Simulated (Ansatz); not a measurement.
# What a trial cell of Si5Ge relaxes into

Theory: Ansatz, DFT PBE, scalar-relativistic, plane waves, PAW. Cutoff 420 eV, Gaussian smearing, Γ-centred meshes. Cell and atoms relax first on a coarse mesh and then on a finer one. In between, the cell is made exact in the group found at 0.06 Å. In metals the finer mesh still leaves noise of several meV/atom or more. The steps can't lower the symmetry of their start. No spin polarisation.

Recipe of this trial structure of Si5Ge: random cell by space group and Wyckoff sites (P4/mmm, No. 123). Lengths were set from tabulated atomic sizes, so they are only a guess.

```xyz
6
Lattice="3.8816 0.0000 0.0000 0.0000 3.8816 0.0000 0.0000 0.0000 7.1601" Properties=species:S:1:pos:R:3 pbc="T T T"
Si    1.9408    1.9408    3.5800
Si    0.0000    0.0000    1.2062
Si    0.0000    0.0000    5.9539
Si    0.0000    1.9408    0.0000
Si    1.9408    0.0000    0.0000
Ge    1.9408    1.9408    0.0000
```

Formation energies are uncorrected and refer to the elements' standard structures at the same level.

Problem. Which structure results?

Solution. The symmetry stays P4/mmm (No. 123). The volume per atom grows by 6.2 %, from 18.0 to 19.1 Å³. The shortest distance goes from 1.94 Å (Si–Ge) to 2.41 Å (Si–Ge). The ratio c/a of the conventional cell changes by a factor of 0.55. The energy falls by about 1.9 eV/atom (the start's value is from the coarse mesh). Conventional cell: a = 4.820 Å, c = 4.932 Å. Si on a site of symmetry 4/mmm has 2 Ge at 2.47 Å; around Si on a site of symmetry 4mm lie 2 Si at 2.43–2.50 Å and 4 Si at 2.72 Å; Si on a site of symmetry mmm has 2 Ge at 2.41 Å and 4 Si at 2.72 Å; Ge has 6 Si at 2.41–2.47 Å.

```cif
data_structure
_symmetry_space_group_name_H-M 'P 1'
_symmetry_Int_Tables_number 1
_cell_length_a 4.8197
_cell_length_b 4.8197
_cell_length_c 4.9315
_cell_angle_alpha 90.000
_cell_angle_beta 90.000
_cell_angle_gamma 90.000
_cell_volume 114.56
loop_
_atom_site_label
_atom_site_type_symbol
_atom_site_fract_x
_atom_site_fract_y
_atom_site_fract_z
_atom_site_occupancy
Si1 Si 0.50000 0.50000 0.50000 1
Si2 Si 0.00000 0.00000 0.25394 1
Si3 Si 0.00000 0.00000 0.74606 1
Si4 Si 0.00000 0.50000 0.00000 1
Si5 Si 0.50000 0.00000 0.00000 1
Ge1 Ge 0.50000 0.50000 0.00000 1
```

Problem. How does it come out in energy, and is it a metal?

Solution. The formation energy is +0.78 eV/atom and the gap on the 8×8×8 mesh of the 6-atom cell is 0 eV (a metal).

It can't be a ground state, since the elements alone are lower.

The last run used Gaussian smearing of 0.10 eV. Symmetry constrained the relaxation, so the result can be a saddle point. In all, the 3 runs took 73 s on 1 thread of Intel(R) Xeon(R) Platinum 8488C (Sapphire Rapids), on a shared host. Another cell of Si5Ge relaxed alike, in P6/mmm, lies 288 meV/atom lower, so this cell isn't the stable form at this level.
